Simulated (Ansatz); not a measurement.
Mn₃RhN:
```xyz
5
Lattice="3.7056 0.0000 0.0000 0.0000 3.7056 0.0000 0.0000 0.0000 3.7056" Properties=species:S:1:pos:R:3 pbc="T T T"
Rh     0.0000     0.0000     0.0000
Mn     0.0000     1.8528     1.8528
Mn     1.8528     0.0000     1.8528
Mn     1.8528     1.8528     0.0000
N      1.8528     1.8528     1.8528
```

Relaxed with PBEsol.

Problem. Map the valence electron density (e/Å³), cut off at 4 on the plane through (0.000, 0.000, 0.000) spanned by u = [1, 0, 0] and v = [0, 1, 1] in lattice vectors, from DFT-PBEsol in the program Ansatz with PAW potentials.

Solution. x is the fraction of u, y of v (the angle between them is 90°; rows are the nearest grid lines); atoms in the plane: Rh at (0.00, 0.00), Mn at (0.00, 0.50), N at (0.50, 0.50).
```
|@@@@+.        .+@@@@|
|@@@@=.        .=@@@@|
|@@@#:          :#@@@|
|@@#-.          .-#@@|
|..                ..|
|                    |
|                    |
|                    |
|:..     ....     ..:|
|@#=.  ..:--:..  .=#@|
|@@@=...-+##+-...=@@@|
|@@@%:.:+#@@#+:.:%@@@|
|@@@%:.:+#@@#+:.:%@@@|
|@@@=...-+##+-...=@@@|
|@#=.  ..:--:..  .=#@|
|:..     ....     ..:|
|                    |
|                    |
|                    |
|..                ..|
|@@#-.          .-#@@|
|@@@#:          :#@@@|
|@@@@=.        .=@@@@|
|@@@@+.        .+@@@@|
```
Scale: ten equal steps from 0.184 (start of ' ') to 4.00 (end of '@'), in the order ' .:-=+*#%@'; x runs from 0.000 to 1.00, y from 0.000 (bottom) to 1.00 (top).

The density is the valence pseudo-density with augmentation charge, so density and ELF within about 1 Å of a nucleus are not all-electron values.

Space group Pm-3m (anti-perovskite). The workflow started from an entry of the Crystallography Open Database (COD). Whether it is the stable phase at ambient conditions was not checked. Symmetry was held in the PBEsol relaxation; whether a distortion lowers the energy is not shown. The workflow began spin-polarised and lost its moments. The volume moved by -17 % from the start of the relaxation. The volume fell by over 15 % from the filed cell, which may lack light atoms or belong to other conditions.

Potentials: the later of the program's two PAW sets.
